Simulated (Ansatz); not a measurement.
Hf (hcp, Mg type)

```
Hf
1.0
    3.19791     0.00000     0.00000
   -1.59896     2.76947     0.00000
    0.00000     0.00000     5.04735
Hf
2
Direct
  0.33333   0.66667   0.75000
  0.66667   0.33333   0.25000
```

The slice is a (0001) plane (indices of the conventional cell) through the point (0.667, 0.333, 0.250) (fractional), spanned by u = [110] and v = [1 -1 0] in vectors of this cell: u (3.20 Å) and v (5.54 Å, at 90° to u). It covers one period; positions are fractions (u, v).

Method: r2SCAN (plane waves to 500 eV, PAW, scalar-relativistic; Ansatz, an electronic-structure program). k mesh 17×17×9. These are valence fields of a PAW run, semicore shells included where kept as valence: close to a nucleus they are smooth pseudo fields. Hf is run without spin polarisation. Hf was relaxed with its symmetry unable to fall. Spin-orbit coupling is left out, though Hf is heavy.

### Question
What is the ELF at the midpoint of the shortest Hf–Hf line in this plane (3.20 Å)?

### Answer
0.29.

### Question
What is the valence density on the shortest Hf–Hf line in this plane (3.20 Å), at its midpoint?

### Answer
0.19 e/Å³.

### Question
Sketch the electrostatic potential energy of an electron, from the cell's mean on this plane as a map.

### Answer
```
v \ u  0.00  0.12  0.25  0.38  0.50  0.62  0.75  0.88
-----  ----  ----  ----  ----  ----  ----  ----  ----
0.93      x     x     x   2.5   6.6   2.5     x     x
0.86      x     x  <1.0   5.6   7.7   5.6  <1.0     x
0.79    1.6   2.9   5.3   6.7   7.0   6.7   5.3   2.9
0.71    8.7   7.9   5.6   2.3  <1.0   2.3   5.6   7.9
0.64    9.4   7.1  <1.0     x     x     x  <1.0   7.1
0.57    7.7   3.5     x     x     x     x     x   3.5
0.50    6.3   1.1     x     x     x     x     x   1.1
0.43    6.6   2.5     x     x     x     x     x   2.5
0.36    7.7   5.6  <1.0     x     x     x  <1.0   5.6
0.29    7.0   6.7   5.3   2.9   1.6   2.9   5.3   6.7
0.21   <1.0   2.3   5.6   7.9   8.7   7.9   5.6   2.3
0.14      x     x  <1.0   7.1   9.4   7.1  <1.0     x
0.07      x     x     x   3.5   7.7   3.5     x     x
0.00      x     x     x   1.1   6.3   1.1     x     x
```

Values: electrostatic potential energy of an electron, from the cell's mean, in eV. Points within 1 Å of a nucleus are blanked (x), as the pseudised field means little there. Values under 1 eV are set to 1. The zero, the cell's mean, hangs on the PAW cores.
